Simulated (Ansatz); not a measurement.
V:
```
CELL_PARAMETERS angstrom
     -1.47915     1.47915     1.47915
      1.47915    -1.47915     1.47915
      1.47915     1.47915    -1.47915
ATOMIC_POSITIONS crystal
  V  0.00000 0.00000 0.00000
```

Relaxed with PBEsol. Special points in fractions of this cell's reciprocal vectors: Γ (0.000, 0.000, 0.000); H (0.500, -0.500, 0.500); N (0.000, 0.000, 0.500); P (0.250, 0.250, 0.250).

Problem. List the band energies nearest the Fermi level at these points for DFT-PBEsol in the program Ansatz with PAW potentials.

Solution. In eV from the Fermi level; about four levels below and three above (degenerate sets whole), none deeper than 8.9 eV; … stands for higher levels left out; points with the same levels are listed once.

```tsv
k	below	above
Γ	-6.69	0.42 0.42 0.42
H	-3.20 -3.20	…
N	-3.33 -1.21	1.79 2.55 …
P	-1.16 -1.16 -1.16	…
```

Space group Im-3m (bcc (W type)). The cell was relaxed with PBEsol under the symmetry of its start. The workflow began spin-polarised and lost its moments.

Potentials: the earlier of the program's two PAW sets. The files were generated under PBE; for other functionals the program regenerates the frozen cores, and for LDA and PBEsol the local potential too.
